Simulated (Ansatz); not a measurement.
The relaxed structure here is a generated cell of Mn: the first start was made by placing the elements on the sites of a structure type, and the end was not matched to a known phase here, so it may be hypothetical.

Relaxation of a generated cell, Mn placed in the beta-W structure type; 8 atoms in the cell, which starts as Pm-3n (No. 223), cP8; a = 4.544 Å, b = 4.544 Å, c = 4.544 Å, α = 90.00°, β = 90.00°, γ = 90.00°. All values below come from r2SCAN (plane waves to 500 eV, PAW, scalar-relativistic; Ansatz, a program for electronic structure). Γ-centred k-mesh 7×7×7 on the run's cell (coarser than for final values), Fermi–Dirac smearing 0.05 eV. This is the first round of the run. Spin-polarised start, with parallel moments on Mn.

The optimiser's lines from the output (shortened; P is positive under compression):

```
relax step   1: F+E_penalty+E_count = -31228.40625262 eV  Δ(F+E_penalty+E_count) = +0.000e0 eV  max|allowed force component| = 4.973e-17 eV/Å  Δτ_max = 0.0000 Å  P = -11.790 GPa  Ω = 93.840 Å³  (26 SCF iters, dr2 threshold 1.00e-7 eV, accepted)
relax step   2: F+E_penalty+E_count = -31228.60853431 eV  Δ(F+E_penalty+E_count) = -2.023e-1 eV  max|allowed force component| = 1.107e-16 eV/Å  Δτ_max = 0.0000 Å  P = -4.829 GPa  Ω = 90.072 Å³  (14 SCF iters, dr2 threshold 8.00e-7 eV, accepted)
relax step   3: F+E_penalty+E_count = -31228.64237417 eV  Δ(F+E_penalty+E_count) = -3.384e-2 eV  max|allowed force component| = 4.019e-17 eV/Å  Δτ_max = 0.0000 Å  P = +0.833 GPa  Ω = 87.631 Å³  (17 SCF iters, dr2 threshold 8.00e-7 eV, accepted)
relax step   4: F+E_penalty+E_count = -31228.64293464 eV  Δ(F+E_penalty+E_count) = -5.605e-4 eV  max|allowed force component| = 1.717e-16 eV/Å  Δτ_max = 0.0000 Å  P = -0.022 GPa  Ω = 87.973 Å³  (12 SCF iters, dr2 threshold 8.00e-7 eV, accepted)
relax step   5: F+E_penalty+E_count = -31228.64294342 eV  Δ(F+E_penalty+E_count) = -8.776e-6 eV  max|allowed force component| = 5.146e-17 eV/Å  Δτ_max = 0.0000 Å  P = -0.001 GPa  Ω = 87.964 Å³  (12 SCF iters, dr2 threshold 1.22e-9 eV, accepted)
relax step   6: F+E_penalty+E_count = -31228.63898293 eV  Δ(F+E_penalty+E_count) = +3.960e-3 eV  max|allowed force component| = 6.910e-17 eV/Å  Δτ_max = 0.0000 Å  P = -0.051 GPa  Ω = 87.964 Å³  stress off target by 5.08e-2 GPa  SCF on the basis re-selected at this cell (its energy is not comparable with the rows above)  (19 SCF iters)
relax step   7: F+E_penalty+E_count = -31228.63900523 eV  Δ(F+E_penalty+E_count) = -2.230e-5 eV  max|allowed force component| = 6.158e-17 eV/Å  Δτ_max = 0.0000 Å  P = +0.001 GPa  Ω = 87.943 Å³  (11 SCF iters, dr2 threshold 6.45e-9 eV, accepted)
relax step   8: F+E_penalty+E_count = -31228.63900523 eV  Δ(F+E_penalty+E_count) = -1.888e-9 eV  max|allowed force component| = 6.708e-17 eV/Å  Δτ_max = 0.0000 Å  P = +0.001 GPa  Ω = 87.943 Å³  stress off target by 7.93e-4 GPa  SCF on the basis re-selected at this cell (its energy is not comparable with the rows above)  (14 SCF iters)
```

From the first to the last row the energy changes by -0.03 eV/atom and the volume by -6.3 %. The last row is marked as not comparable with the walk above it, whose basis was carried along; it does compare with step 1, since both stand on a basis selected at the nominal cutoff for their own cell.

Later rounds, restarted from the end of this one on a renewed k-mesh, logged 4 more steps and released under 0.01 eV/atom more. The final structure after all rounds: Pm-3n (No. 223), cP8; a = 4.4485 Å, b = 4.4485 Å, c = 4.4485 Å, α = 90.00°, β = 90.00°, γ = 90.00°. Between re-selections the logged energies stand on a plane-wave basis carried along with the cell. Spin state reached: ferromagnetic (net 0.93 μB/atom), from parallel starting moments; other spin orders were not run from this start. r2SCAN tends to overstate moments in metals. The program's look for a lower electronic state was skipped, cut short or left open in this run.

The run could not lose the symmetry of its start, so the end can be a saddle point.

All atoms sit on sites fixed by symmetry, so only the cell could relax.
